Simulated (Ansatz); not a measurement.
# KLuS2: levels along high-symmetry lines

```yaml
crystal:
  lattice:
    - [1.97450, 1.13998, 7.29033]
    - [-1.97450, 1.13998, 7.29033]
    - [0.00000, -2.27996, 7.29033]
  atoms:
    - { symbol: K, position: [0.00000, 0.00000, 0.00000] }
    - { symbol: Lu, position: [0.50000, 0.50000, 0.50000] }
    - { symbol: S, position: [0.23369, 0.23369, 0.23369] }
    - { symbol: S, position: [0.76631, 0.76631, 0.76631] }
```

Atoms are numbered in the order listed.

The conventional cell has a = 3.949 Å, b = 3.949 Å, c = 21.871 Å, α = 90.00°, β = 90.00°, γ = 120.00°. K (atom 1) has 6 S at 3.15 Å as nearest neighbours. Lu (atom 2) has 6 S at 2.71 Å as nearest neighbours. S (atom 3) is surrounded by 3 Lu at 2.71 Å.

The geometry is COD entry 2105802, unchecked; take it as a test cell.

Spin–orbit coupling is left out, though it moves levels of the heavy atoms by tenths of an eV or more.

All numbers below come from Ansatz 0.2.0, DFT, LDA, all-electron LAPW, scalar-relativistic.

The runs use a Γ-centred 7×7×7 k mesh, Fermi–Dirac smearing of 0.01 eV, basis error target 1 meV/atom, no spin polarisation.

Points in fractions of the reciprocal vectors of this cell: Γ (0, 0, 0), T (0.5, 0.5, 0.5), H2 (0.817, 0.183, 0.5), H0 (0.5, -0.183, 0.183), L (0.5, 0, 0), S0 (0.341, -0.341, 0), S2 (0.659, 0, 0.341), F (0.5, 0, 0.5). The path runs Γ–T–H2–H0–L–Γ–S0–S2–F. Energies are in eV from the top of the valence band; (×n) counts levels within 4 meV of each other, which need not be degenerate by symmetry.

(1) Metal or insulator at this level of theory?

(2) Tabulate bands 32 to 39, counted from the lowest band of the run, along the path.

Results:

(1) An insulator or semiconductor: gap 2.07 eV, indirect from Γ to F (0.5, 0, 0.5).

(2) 
| k (1/Å) | point | band 32 | band 33 | band 34 | band 35 | band 36 | band 37 | band 38 | band 39 |
| --- | --- | --- | --- | --- | --- | --- | --- | --- | --- |
| 0.00 | Γ | -1.74 | -1.74 | -0.34 | 0.00 | 0.00 | 3.28 | 3.52 | 3.52 |
| 0.06 |  | -1.73 | -1.73 | -0.39 | -0.01 | -0.01 | 3.34 | 3.53 | 3.53 |
| 0.12 |  | -1.73 | -1.73 | -0.51 | -0.02 | -0.02 | 3.50 | 3.54 | 3.54 |
| 0.18 |  | -1.72 | -1.72 | -0.69 | -0.05 | -0.05 | 3.53 | 3.55 | 3.55 |
| 0.25 |  | -1.71 | -1.71 | -0.89 | -0.07 | -0.07 | 3.53 | 3.57 | 3.57 |
| 0.31 |  | -1.70 | -1.70 | -1.08 | -0.10 | -0.10 | 3.53 | 3.58 | 3.58 |
| 0.37 |  | -1.69 | -1.69 | -1.21 | -0.11 | -0.11 | 3.53 | 3.59 | 3.59 |
| 0.43 | T | -1.69 | -1.69 | -1.26 | -0.12 | -0.12 | 3.53 | 3.60 | 3.60 |
| 0.58 |  | -1.95 | -1.67 | -1.00 | -0.37 | -0.20 | 3.47 | 3.56 | 3.85 |
| 0.72 |  | -2.28 | -1.63 | -0.89 | -0.70 | -0.43 | 3.32 | 3.53 | 4.45 |
| 0.86 |  | -2.52 | -1.63 | -1.36 | -0.76 | -0.56 | 3.24 | 3.45 | 4.75 |
| 1.01 |  | -2.63 | -1.67 | -1.61 | -1.10 | -0.64 | 3.29 | 3.37 | 5.20 |
| 1.15 |  | -2.63 | -1.82 | -1.60 | -1.38 | -0.86 | 3.35 | 3.54 | 5.33 |
| 1.30 |  | -2.60 | -2.10 | -1.51 | -1.48 | -1.13 | 3.43 | 3.92 | 5.16 |
| 1.44 | H2 | -2.59 | -2.36 | -1.47 | -1.41 | -1.38 | 3.61 | 4.36 | 4.76 |
| 1.48 |  | -2.58 | -2.37 | -1.46 | -1.41 | -1.39 | 3.63 | 4.40 | 4.71 |
| 1.53 |  | -2.57 | -2.38 | -1.46 | -1.42 | -1.39 | 3.64 | 4.46 | 4.66 |
| 1.57 |  | -2.57 | -2.39 | -1.45 | -1.43 | -1.39 | 3.64 | 4.52 | 4.60 |
| 1.61 |  | -2.57 | -2.39 | -1.45 | -1.43 | -1.39 | 3.64 | 4.52 | 4.60 |
| 1.65 |  | -2.57 | -2.38 | -1.46 | -1.42 | -1.39 | 3.64 | 4.46 | 4.66 |
| 1.70 |  | -2.58 | -2.37 | -1.46 | -1.41 | -1.39 | 3.63 | 4.40 | 4.71 |
| 1.74 | H0 | -2.59 | -2.36 | -1.47 | -1.41 | -1.38 | 3.61 | 4.36 | 4.76 |
| 1.82 |  | -2.58 | -2.37 | -1.49 | -1.40 | -1.40 | 3.73 | 4.52 | 4.60 |
| 1.91 |  | -2.56 | -2.20 | -1.57 | -1.40 | -1.33 | 3.73 | 4.41 | 4.81 |
| 1.99 |  | -2.54 | -1.95 | -1.62 | -1.41 | -1.27 | 3.51 | 4.51 | 4.96 |
| 2.07 |  | -2.52 | -1.71 | -1.63 | -1.37 | -1.24 | 3.19 | 4.71 | 4.95 |
| 2.16 |  | -2.50 | -1.61 | -1.60 | -1.25 | -1.20 | 2.87 | 4.76 | 4.90 |
| 2.24 |  | -2.49 | -1.59 | -1.55 | -1.28 | -1.01 | 2.63 | 4.62 | 5.04 |
| 2.32 | L | -2.48 | -1.59 | -1.52 | -1.30 | -0.94 | 2.54 | 4.57 | 5.09 |
| 2.46 |  | -2.49 | -1.72 | -1.52 | -1.15 | -0.92 | 2.56 | 4.63 | 5.09 |
| 2.59 |  | -2.46 | -1.91 | -1.52 | -0.87 | -0.84 | 2.65 | 4.75 | 4.97 |
| 2.72 |  | -2.37 | -1.96 | -1.55 | -0.70 | -0.59 | 2.81 | 4.49 | 4.76 |
| 2.85 |  | -2.21 | -1.60 | -1.56 | -0.50 | -0.40 | 3.03 | 4.04 | 4.37 |
| 2.99 |  | -2.00 | -1.67 | -0.91 | -0.31 | -0.27 | 3.26 | 3.68 | 3.96 |
| 3.12 |  | -1.82 | -1.72 | -0.33 | -0.28 | -0.08 | 3.41 | 3.45 | 3.65 |
| 3.25 | Γ | -1.74 | -1.74 | -0.34 | 0.00 | 0.00 | 3.28 | 3.52 | 3.52 |
| 3.41 |  | -1.85 | -1.71 | -0.38 | -0.31 | -0.11 | 3.44 | 3.51 | 3.56 |
| 3.56 |  | -2.06 | -1.67 | -1.12 | -0.43 | -0.32 | 3.54 | 3.59 | 3.85 |
| 3.72 |  | -2.25 | -1.88 | -1.55 | -0.83 | -0.47 | 3.64 | 3.66 | 4.42 |
| 3.87 |  | -2.35 | -2.01 | -1.66 | -1.22 | -0.72 | 3.69 | 3.87 | 5.00 |
| 4.03 |  | -2.38 | -1.93 | -1.73 | -1.49 | -0.99 | 3.76 | 4.12 | 4.94 |
| 4.18 |  | -2.38 | -2.31 | -1.54 | -1.51 | -1.24 | 3.77 | 4.37 | 4.81 |
| 4.34 | S0 | -2.57 | -2.39 | -1.45 | -1.43 | -1.39 | 3.64 | 4.54 | 4.58 |
| 4.38 |  | -2.57 | -2.39 | -1.45 | -1.43 | -1.40 | 3.65 | 4.52 | 4.60 |
| 4.42 |  | -2.58 | -2.39 | -1.45 | -1.43 | -1.40 | 3.67 | 4.49 | 4.62 |
| 4.46 |  | -2.58 | -2.39 | -1.45 | -1.43 | -1.40 | 3.67 | 4.48 | 4.64 |
| 4.51 |  | -2.58 | -2.39 | -1.45 | -1.43 | -1.40 | 3.67 | 4.48 | 4.64 |
| 4.55 |  | -2.58 | -2.39 | -1.45 | -1.43 | -1.40 | 3.67 | 4.49 | 4.62 |
| 4.59 |  | -2.57 | -2.39 | -1.45 | -1.43 | -1.40 | 3.65 | 4.52 | 4.60 |
| 4.63 | S2 | -2.57 | -2.39 | -1.45 | -1.43 | -1.39 | 3.64 | 4.54 | 4.58 |
| 4.70 |  | -2.39 | -2.39 | -1.51 | -1.43 | -1.30 | 3.44 | 4.55 | 4.66 |
| 4.77 |  | -2.38 | -2.14 | -1.56 | -1.44 | -1.20 | 3.16 | 4.64 | 4.73 |
| 4.85 |  | -2.36 | -1.88 | -1.58 | -1.42 | -1.10 | 2.86 | 4.74 | 4.80 |
| 4.92 |  | -2.35 | -1.73 | -1.60 | -1.30 | -1.02 | 2.57 | 4.78 | 4.87 |
| 4.99 |  | -2.34 | -1.69 | -1.60 | -1.09 | -0.96 | 2.32 | 4.75 | 4.97 |
| 5.06 |  | -2.33 | -1.69 | -1.60 | -0.93 | -0.91 | 2.14 | 4.69 | 5.10 |
| 5.13 | F | -2.33 | -1.69 | -1.60 | -0.92 | -0.84 | 2.07 | 4.66 | 5.19 |
